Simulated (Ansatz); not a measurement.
GaNi:
```xyz
2
Lattice="2.8785 0.0000 0.0000 0.0000 2.8785 0.0000 0.0000 0.0000 2.8785" Properties=species:S:1:pos:R:3 pbc="T T T"
Ga     1.4393     1.4393     1.4393
Ni     0.0000     0.0000     0.0000
```

Relaxed with r²SCAN. Special points in fractions of this cell's reciprocal vectors: Γ (0.000, 0.000, 0.000); X (0.000, 0.500, 0.000); M (0.500, 0.500, 0.000); R (0.500, 0.500, 0.500).

Question: List the band energies nearest the Fermi level at these points for the program Ansatz at the r²SCAN level (PAW).

Answer: In eV from the Fermi level; about four levels below and three above (degenerate sets whole), none deeper than 8.9 eV; points with the same levels are listed once.

```csv
k,below,above
Γ,-3.07 -3.07 -1.46 -1.46 -1.46,5.25 5.25 5.25
X,-2.34 -2.34 -1.46 -0.67,10.83 10.83 11.86
M,-3.01 -1.90 -1.90 -1.01,1.65 2.48 12.24
R,-4.51 -4.51 -4.51 -0.98 -0.98,0.98 3.56 3.56 3.56
```

Space group Pm-3m (CsCl type). A made-up cell: these elements were put on the sites of a structure type; the Crystallography Open Database files this formula in space group No. 221, but the cells were not matched. Whether it is the stable phase at ambient conditions was not checked. The r²SCAN relaxation kept the symmetry of its start; its stability against distortions is not shown here. The workflow began spin-polarised and lost its moments. Spin–orbit coupling is left out wherever it is not named.

Potentials: the earlier of the program's two PAW sets.
